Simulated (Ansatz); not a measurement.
Input and command of a plane-wave DFT calculation in Ansatz:

```yaml
crystal:
  lattice:
    - [0.0, 3.5855047185, 3.5855047185]
    - [3.5855047185, 0.0, 3.5855047185]
    - [3.5855047185, 3.5855047185, 0.0]
  atoms:
    - { symbol: Ga, position: [0.0, 0.0, 0.0] }
    - { symbol: Sb, position: [0.2744038167, 0.2255961833, 0.2744038167] }
    - { symbol: Sb, position: [0.7744038167, 0.7255961833, 0.7744038167] }
    - { symbol: Sb, position: [0.5244038167, 0.4755961833, 0.5244038167] }
basis:
  ecutwfc: 420
kpoints:
  mp_grid: { grid: [12, 12, 12] }
hamiltonian:
  xc: pbesol
  dispersion: d3bj
scf:
  occupations: { method: gaussian, width: 0.15 }
output:
  forces: true
  stress: true
  eigenvalues: true
```

```bash
ansatz run input.yaml --threads 1 --pin off --max-ram 2560MiB --backend cpu --events-out ev --progress --plain --runs-dir out
```

Processor: Arm Neoverse V2, 1 thread, on a host shared with other jobs.

How long does it run, and how much memory does it take?

About 53 s on 1 thread of Arm Neoverse V2, on a shared host, peak memory 0.62 GiB. It solves 35 bands at 163 k points (the mesh reduced by symmetry) with about 1807 plane waves, in 7 SCF iterations.
